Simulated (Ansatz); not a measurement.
A relaxed cell of BeBi₂Se₆ is given with its symmetry left out. The cell was found from a structure generator's guess, not taken from experiment.

Method: Ansatz, DFT PBE, scalar-relativistic, plane waves, PAW. Cutoff 420 eV, Γ-centred mesh, Gaussian smearing, no spin polarisation.

```
CELL_PARAMETERS angstrom
7.27424 0.00000 0.00000
-3.63712 6.29967 0.00000
0.00000 0.00000 4.66319
ATOMIC_POSITIONS crystal
Be 0.00000 0.00000 0.50000
Bi 0.33333 0.66667 0.64007
Bi 0.66667 0.33333 0.35993
Se 0.83456 0.66911 0.76155
Se 0.33089 0.16544 0.76155
Se 0.83456 0.16544 0.76155
Se 0.16544 0.33089 0.23845
Se 0.66911 0.83456 0.23845
Se 0.16544 0.83456 0.23845
```

The zero of energy is the elements' standard structures at the same level; no fitted shifts are applied.

Question: Find its symmetry and describe it.

Answer: P-3m1 (No. 164). Conventional cell: a = 7.274 Å, c = 4.663 Å. Be has 6 Se at 2.42 Å; around Bi lie 3 Se at 2.83 Å and 3 Se at 3.50 Å; Se has 1 Be at 2.42 Å and 1 Bi at 2.83 Å.

Question: How far does it lie from the elements in energy?

Answer: +0.01 eV/atom. The formation energy is too near zero to say whether this cell lies below the elements.

Question: Is it a metal?

Answer: Yes, bands cross the Fermi level on the 6×6×8 mesh.

Question: From what recipe could a structure generator have reached it?

Answer: One such recipe: perovskite family, AX3 layers stacked AB, next cell at A (P-3m1, No. 164). Other recipes can lead to the same cell.

The last run used a 6×6×8 mesh (in the run's order of axes) for its 9-atom cell and Gaussian smearing of 0.10 eV. For metals, differences of a few meV/atom aren't resolved. Weakly bound directions are ill-defined at this level, which has no dispersion term. Spin–orbit coupling, which can matter for Bi, is left out. The reference form of Se is held partly by dispersion forces, which this level lacks. A structure relaxed within its symmetry needn't be a true minimum.
